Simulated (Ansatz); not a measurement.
MgO:
```
MgO
1.0
    5.57528     0.00000     0.00000
    0.00000     5.57528     0.00000
    0.00000     0.00000     5.57528
Mg O
6 6
Direct
  0.25000   0.00000   0.50000
  0.75000   0.00000   0.50000
  0.50000   0.75000   0.00000
  0.50000   0.25000   0.00000
  0.00000   0.50000   0.75000
  0.00000   0.50000   0.25000
  0.25000   0.50000   0.00000
  0.75000   0.50000   0.00000
  0.00000   0.75000   0.50000
  0.00000   0.25000   0.50000
  0.50000   0.00000   0.75000
  0.50000   0.00000   0.25000
```

Relaxed with r²SCAN.

Q: Give the optical modes at the zone centre with their infrared activity from DFPT, the program Ansatz at the r²SCAN level (PAW).

A: Transverse frequencies, without the LO–TO term; a row sums one degenerate level.

| ω (cm⁻¹) | degeneracy | IR ((D/Å)²/amu) | activity | symmetry |
|---|---|---|---|---|
| 193 | 3 | 0.00 | IR-inactive | T1g |
| 201 | 3 | 2.36 | IR | T1u |
| 267 | 3 | 0.00 | IR-inactive | T2g |
| 371 | 3 | 0.00 | IR-inactive | T2u |
| 428 | 3 | 0.00 | IR-inactive | T1g |
| 442 | 1 | 0.00 | IR-inactive | A2g |
| 443 | 3 | 0.00 | IR-inactive | T2g |
| 516 | 3 | 0.00 | IR-inactive | T2u |
| 520 | 3 | 44.56 | IR | T1u |
| 521 | 2 | 0.00 | IR-inactive | Eg |
| 562 | 3 | 78.57 | IR | T1u |
| 697 | 2 | 0.00 | IR-inactive | Eg |
| 697 | 1 | 0.00 | IR-inactive | A2g |

Q: How high does the top mode go among those that the LO–TO term moves?

A: 712 cm⁻¹ for q along x.

Space group Pm-3n. The workflow started from a Materials Project entry (that database holds measured and hypothetical structures alike); the Crystallography Open Database copy checked does not list it. It is not the phase usual at ambient conditions (space group No. 225). The r²SCAN relaxation kept the symmetry of its start; of distortions, only those at the zone centre were tested.

Potentials: the later of the program's two PAW sets.
